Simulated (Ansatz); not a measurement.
SiGe (CsCl type, space group No. 221) under volume change, LDA in the plane-wave PAW code Ansatz, scaled uniformly.

```json
[
 {"V (Å³/atom)": "14.636", "E − E(relaxed) (meV/atom)": "43.0", "P (GPa)": "10.32"},
 {"V (Å³/atom)": "15.119", "E − E(relaxed) (meV/atom)": "18.1", "P (GPa)": "6.34"},
 {"V (Å³/atom)": "15.601", "E − E(relaxed) (meV/atom)": "4.3", "P (GPa)": "2.92"},
 {"V (Å³/atom)": "16.084", "E − E(relaxed) (meV/atom)": "0.0", "P (GPa)": "0.00"},
 {"V (Å³/atom)": "16.566", "E − E(relaxed) (meV/atom)": "3.8", "P (GPa)": "-2.43"},
 {"V (Å³/atom)": "17.049", "E − E(relaxed) (meV/atom)": "[?]", "P (GPa)": "[?]"},
 {"V (Å³/atom)": "17.531", "E − E(relaxed) (meV/atom)": "[?]", "P (GPa)": "[?]"}
]
```

Problem. Some entries are withheld; supply them.

Solution. 
- 17.049, E − E(relaxed) (meV/atom): 14.1
- 17.049, P (GPa): -4.37
- 17.531, E − E(relaxed) (meV/atom): 29.9
- 17.531, P (GPa): -6.04

Problem. What does a third-order Birch–Murnaghan fit give for V₀, B₀ and B′?

Solution. V₀ = 16.09 Å³/atom, B₀ = 87.0 GPa, B′ = 4.8.

Space group Pm-3m (CsCl type). A made-up cell: these elements were put on the sites of a structure type; neither database checked (COD, Materials Project) lists it. Whether it is the stable phase at ambient conditions was not checked. The cell was relaxed with LDA under the symmetry of its start. At this level the phase is dynamically unstable (imaginary phonons).

Potentials: the later of the program's two PAW sets.
